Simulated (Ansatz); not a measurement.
Pd (simple cubic): energy against volume

The calculation used DFT, PBEsol, plane waves (420 eV) with PAW, scalar-relativistic (Ansatz). The PAW files were generated under PBE, with cores re-solved for the functional.

The cell is scaled uniformly from the relaxed one, with fractional coordinates and shape fixed. Energies are extrapolated to zero smearing, pressures are those at the given smearing. Magnetic state: spin not included.

A Birch-Murnaghan fit gives V₀ = 16.90 Å³/atom, B₀ = 147 GPa, B₀′ = 5.3.

(1) What are the energy above the minimum and the pressure at 14.879 Å³/atom?

(2) What are the energy above the minimum and the pressure at 18.260 Å³/atom?

(3) What are the energy above the minimum and the pressure at 18.937 Å³/atom?

Results:

(1) 144.3 meV/atom and 26.53 GPa as computed.

(2) 43.1 meV/atom and -9.15 GPa as computed.

(3) 89.3 meV/atom and -12.24 GPa as computed.
